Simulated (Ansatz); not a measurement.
A geometry of AlNi away from equilibrium: step 22 of the relaxation of a generated trial cell of AlNi in the AFLOW prototype AB_hR6_160_3a_3a (as in SiC). The numbers are results of PBE (plane waves to 420 eV, PAW, scalar-relativistic; Ansatz, a first-principles code), not measurements. Γ-centred k-mesh 11×11×11 on the run's cell (coarser than for final values), Fermi–Dirac smearing 0.05 eV.

```xyz
6
Lattice="1.9224 1.1099 6.5580 -1.9224 1.1099 6.5580 0.0000 -2.2197 6.5580" Properties=species:S:1:pos:R:3 pbc="T T T"
Ni     0.0000     0.0000    -0.4483
Ni     0.0000     0.0000     4.5946
Ni     0.0000     0.0000    14.2323
Al     0.0000     0.0000     2.1376
Al     0.0000     0.0000     6.9699
Al     0.0000     0.0000    16.7802
```
Spin-polarised start, with parallel moments on Ni.

Question: Which atoms carry the largest force, and which way does it point?

Answer: 0.01 eV/Å, on Ni1 (atoms numbered as listed); on Ni1 its components are (0.00, 0.00, 0.01).

Question: What is the pressure?

Answer: +4.0 GPa, compression positive.

Question: How much energy per atom can still be gained by relaxing?

Answer: 0.01 eV/atom; the path ends in R3m (No. 160).

No spin polarisation in the result: the starting moments vanished. A magnetic state may lie lower.

The run could not lose the symmetry of its start; a randomly shaken copy of 12 atoms returns to this structure.

The end of the path is a generated cell of AlNi: the first start was made by placing the elements on the sites of a structure type, and the end was not matched to a known phase here, so it may be hypothetical. Known forms of AlNi include space group No. 221.
